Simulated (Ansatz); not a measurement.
Input and command of a plane-wave DFT calculation in Ansatz:

```yaml
crystal:
  lattice:
    - [0.4986001184, 2.3227468929, 2.3227468929]
    - [2.3227468929, 0.4986001184, 2.3227468929]
    - [2.3227468929, 2.3227468929, 0.4986001184]
  atoms:
    - { symbol: Au, position: [0.0, 0.0, 0.0] }
basis:
  ecutwfc: 500
kpoints:
  mp_grid: { grid: [22, 22, 22] }
hamiltonian:
  xc: r2scan
scf:
  occupations: { method: gaussian, width: 0.15 }
output:
  forces: true
  stress: true
  eigenvalues: true
  write_density: true
  write_potential: true
  elf: true
  volumetric_format: npy
```

```bash
ansatz run input.yaml --threads 1 --pin off --max-ram 2560MiB --backend cpu --events-out ev --progress --plain --runs-dir out
```

Processor: Intel(R) Xeon(R) Platinum 8488C (Sapphire Rapids), 1 thread, on a host shared with other jobs.

Problem. Estimate time, memory and problem size.

Solution. About 30 s on 1 thread of Intel(R) Xeon(R) Platinum 8488C (Sapphire Rapids) (shared host), peak memory 0.62 GiB. It solves 14 bands at 1024 k points (the mesh reduced by symmetry) with about 425 plane waves, in 6 SCF iterations.
